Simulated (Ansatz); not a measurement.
An Ansatz (a program for electronic structure) run. Input:

Ansatz 0.2 input:
```yaml
crystal:
  lattice:
    - [4.1727167654, 0.0, 0.0]
    - [-2.0863583827, 3.6136787216, 0.0]
    - [0.0, 0.0, 13.6644215433]
  atoms:
    - { symbol: In, position: [0.6666666667, 0.3333333333, 0.0000096715] }
    - { symbol: P, position: [0.6666666667, 0.3333333333, 0.1876954447] }
    - { symbol: In, position: [0.0, 0.0, 0.2501131929] }
    - { symbol: P, position: [0.0, 0.0, 0.4371816909] }
    - { symbol: In, position: [0.3333333333, 0.6666666667, 0.5000096715] }
    - { symbol: P, position: [0.3333333333, 0.6666666667, 0.6876954447] }
    - { symbol: In, position: [0.0, 0.0, 0.7501131929] }
    - { symbol: P, position: [0.0, 0.0, 0.9371816909] }
kpoints:
  mp_grid: { grid: [5, 5, 2] }
hamiltonian:
  xc: hse06
  pseudopotentials: { kind: paw }
scf:
  n_extra_bands: 8
  occupations: { method: fixed }
output:
  eigenvalues: true
  eigenstates:
    e_range: [-9.0, 9.6]
    kpoints:
      - [0.0, 0.0, 0.0]  # VBM
      - [0.0, 0.0, 0.0]  # CBM
      - [0.0, 0.0, 0.0]  # GAMMA
      - [0.0, 0.0, 0.5]  # A
      - [0.3333333333, 0.3333333333, 0.0]  # K
      - [0.3333333333, 0.3333333333, 0.5]  # H
      - [0.5, 0.0, 0.0]  # M
      - [0.5, 0.0, 0.5]  # L
```

Output (shortened):

```
Pseudopotential: In, paw, valence charge 13
Pseudopotential: P, paw, valence charge 5
Functional definition: HSE06
davidson cushion auto → on  (no smearing: the cushion is to keep the highest requested band from converging to the state above it …
Crystal: 8 atoms, lattice volume = 206.044 Å³
Basis set: ecut = 420 eV, 3951 PW (Γ)
Bands: 44, of which v1, the nominal top of the filled ones, is band 36 counted from 1 (35 counted from 0)
Symmetry: 12 space group operations
Space group: P63mc (ITA 186), of the structure as read, at distance tolerance 5.9e-5 Å
k-points: 10 of 50
SCF iter   1: F=—  HF=-25415.911245 eV  |F-HF|=—  |Δ(HF+E_count)|=         —  Δρ=2.09e-3  dr2=1.80e-2  ethr=1.77e-3  ⟨swp⟩=9.1  Hψ=2248  notcnv=0
preconditioner: auto → none
iter 2 solved again at ethr=1.41e-6 eV; its pass at ethr=2.50e-5 eV (dr2=1.02e-3 eV) is discarded
SCF iter   2: F=—  HF=-25415.910098 eV  |F-HF|=—  |Δ(HF+E_count)|=   1.15e-3  Δρ=5.59e-4  dr2=1.01e-3  ethr=1.41e-6  ⟨swp⟩=3.5  Hψ=2613  notcnv=0  defer=1
SCF iter   3: F=—  HF=-25415.909973 eV  |F-HF|=—  |Δ(HF+E_count)|=   1.25e-4  Δρ=1.99e-4  dr2=8.89e-5  ethr=1.41e-6  ⟨swp⟩=3.4  Hψ=1155  notcnv=0  defer=1
SCF iter   4: F=-25415.910109 eV  HF=-25415.910121 eV  |F-HF|=1.13e-5  |Δ(HF+E_count)|=   1.48e-4  Δρ=7.69e-5  dr2=3.03e-5  ethr=1.23e-7  ⟨swp⟩=4.1  Hψ=1455  notcnv=0
SCF 1 stopped early in 4 iterations: F = -25415.910109 eV  dr2 = 3.03e-5
Crystal: 8 atoms, lattice volume = 206.044 Å³
Exchange kernel: α = 0.2500, screened, ω = 0.2079 Å⁻¹, Wigner–Seitz truncation, v(0) = 1045.9766 eV·Å³, q-mesh 5×5×2, nearest image of the exchange supercell L …
Frozen-core exchange: fock
SCF iter   1: F=—  HF=-25433.975437 eV  |F-HF|=—  |Δ(HF+E_count)|=         —  Δρ=5.26e-3  dr2=3.45e-2  ethr=4.21e-7  ⟨swp⟩=9.7  Hψ=2845  notcnv=0
preconditioner: auto → none
SCF iter   2: F=—  HF=-25433.967347 eV  |F-HF|=—  |Δ(HF+E_count)|=   8.09e-3  Δρ=1.67e-3  dr2=6.32e-3  ethr=4.21e-7  ⟨swp⟩=4.5  Hψ=1858  notcnv=0
SCF iter   3: F=—  HF=-25433.989873 eV  |F-HF|=—  |Δ(HF+E_count)|=   2.25e-2  Δρ=1.19e-3  dr2=1.75e-3  ethr=4.21e-7  ⟨swp⟩=5.1  Hψ=1997  notcnv=0
SCF iter   4: F=—  HF=-25433.989496 eV  |F-HF|=—  |Δ(HF+E_count)|=   3.76e-4  Δρ=1.75e-4  dr2=8.94e-5  ethr=4.21e-7  ⟨swp⟩=3.1  Hψ=1384  notcnv=0
SCF iter   5: F=-25433.989860 eV  HF=-25433.989867 eV  |F-HF|=7.23e-6  |Δ(HF+E_count)|=   3.71e-4  Δρ=1.23e-4  dr2=2.06e-5  ethr=6.73e-8  ⟨swp⟩=4.9  Hψ=1469  notcnv=0
SCF 2 stopped early in 5 iterations: F = -25433.989860 eV  dr2 = 2.06e-5
hybrid outer 1: dexx = +2.620e-2 eV, tail = 7.57e-5 eV
Crystal: 8 atoms, lattice volume = 206.044 Å³
Exchange kernel: α = 0.2500, screened, ω = 0.2079 Å⁻¹, Wigner–Seitz truncation, v(0) = 1045.9766 eV·Å³, q-mesh 5×5×2, nearest image of the exchange supercell L …
Frozen-core exchange: fock
SCF iter   1: F=—  HF=-25433.989312 eV  |F-HF|=—  |Δ(HF+E_count)|=         —  Δρ=4.36e-5  dr2=3.76e-6  ethr=5.26e-7  ⟨swp⟩=2.8  Hψ=982  notcnv=0
preconditioner: auto → none
SCF iter   2: F=—  HF=-25433.989313 eV  |F-HF|=—  |Δ(HF+E_count)|=   1.07e-6  Δρ=1.52e-5  dr2=4.37e-7  ethr=3.64e-9  ⟨swp⟩=4.5  Hψ=1816  notcnv=0
SCF iter   3: F=—  HF=-25433.989314 eV  |F-HF|=—  |Δ(HF+E_count)|=   9.93e-7  Δρ=9.71e-6  dr2=1.71e-7  ethr=3.96e-10  ⟨swp⟩=5.3  Hψ=1562  notcnv=0  defer=2
iter 4 solved again at ethr=6.76e-12 eV; its pass at ethr=2.18e-10 eV (dr2=4.86e-9 eV) is discarded
SCF iter   4: F=-25433.989314 eV  HF=-25433.989314 eV  |F-HF|=4.57e-9  |Δ(HF+E_count)|=   6.09e-8  Δρ=1.33e-6  dr2=7.56e-9  ethr=6.76e-12  ⟨swp⟩=3.9  Hψ=2470  notcnv=0
SCF 3 converged in 4 iterations: F = -25433.989314 eV  dr2 = 7.56e-9
hybrid outer 2: dexx = +1.060e-6 eV, tail = 2.76e-8 eV, Δε = 1.13e-3 eV (about 3.57e-5 eV left of the loop's levels)
NSCF: frozen V_eff on 8 k-points
hybrid SCF converged: 2 outer / 9 inner (+4 warm-up), last move |dexx| = 1.06e-6 eV, tail = 2.76e-8 eV
Stability not checked (fock_operator)
Free energy (F): -25433.989314 eV
Frozen-core exchange: fock
Harris-Foulkes:  -25433.989314 eV  (|F-HF|=4.57e-9)
Internal energy: -25433.989314 eV  (E = F + TS)
E sigma→0 (E₀):  -25433.989314 eV
Fermi energy:    6.316957 eV
--- Per-component energies (eV) ---
  E_band       = -338.896411
  E_kinetic    = 1252.327477
  E_local      = -5657.498390  (includes V_loc(G=0)·N_el)
  E_nonlocal   = 1604.650509
  E_hartree    = 2236.386371
  E_xc         = -882.166957
  E_vxc        = -512.331405  (∫ρ·V_xc dr)
  E_exx        = -161.701292  (= α·E_x^exact, valence–valence)
  E_paw        = -18984.859929  (= ΣΔE_a)
  E_vpaw       = -1175.414368  (= ΣTr[D̂ρ^β])
  E_aug_tail   = 0.000118  (compensation charges beyond the density's cutoff)
  E_ewald      = -4842.869527
  E_core_change = 1.742306  (= ΣΔE_core)
  E_smearing   =  0.000000  (= −TS)
  E_closure    =  0.000000  (closes the sum)
  Σ components = -25433.989314   (vs F -25433.989314, Δ=-3.64e-12)
  [band-id]    e_kinetic+e_local+e_nonlocal+2·e_hartree+e_vxc+2·e_exx+e_vpaw+e_augmentation_tail = -338.895902   (vs E_band -338.896411, Δ=5.09e-4)
--- Band table (eV; the first three rows and the last of 10) ---
  k-point 0: bands = ["-9.7034", "-9.6547", "-9.6503", "-9.5996", "-9.5961", "-9.5961", "-9.5860", "-9.5860", "-9.5731", "-9.5731", "-9.5657", "-9.5657", "-9.4534", "-9.4534", "-9.4517", "-9.4517", "-9.4372", "-9.4372", "-9.4326", "-9.4326", "-6.2826", …
  k-point 1: bands = ["-9.6887", "-9.6887", "-9.6153", "-9.6153", "-9.5919", "-9.5919", "-9.5919", "-9.5919", "-9.5686", "-9.5686", "-9.5686", "-9.5686", "-9.4525", "-9.4525", "-9.4525", "-9.4525", "-9.4349", "-9.4349", "-9.4349", "-9.4349", "-6.0965", …
  k-point 2: bands = ["-9.7206", "-9.6858", "-9.6789", "-9.6337", "-9.5849", "-9.5803", "-9.5669", "-9.5657", "-9.5582", "-9.5539", "-9.5484", "-9.5440", "-9.4665", "-9.4563", "-9.4542", "-9.4478", "-9.4460", "-9.4395", "-9.4356", "-9.4267", "-5.8649", …
  k-point 9: bands = ["-9.7402", "-9.7402", "-9.7151", "-9.7151", "-9.5544", "-9.5544", "-9.5434", "-9.5434", "-9.5281", "-9.5281", "-9.5161", "-9.5161", "-9.4702", "-9.4702", "-9.4483", "-9.4483", "-9.4438", "-9.4438", "-9.4265", "-9.4265", "-4.2178", …
```

Cost: very roughly 4 core-minutes on shared cores.

The points marked VBM and CBM come from a semilocal run.

Space group P6_3mc. The start of the workflow was typed in or built on a structure type; the Crystallography Open Database copy checked does not list it. It is not the phase usual at ambient conditions (space group No. 216). The r²SCAN relaxation kept the symmetry of its start; its stability against distortions is not shown here. Scalar-relativistic: spin–orbit coupling is off unless named, which matters more the heavier the elements.

Potentials: the later of the program's two PAW sets.

Ansatz is a plane-wave DFT program.
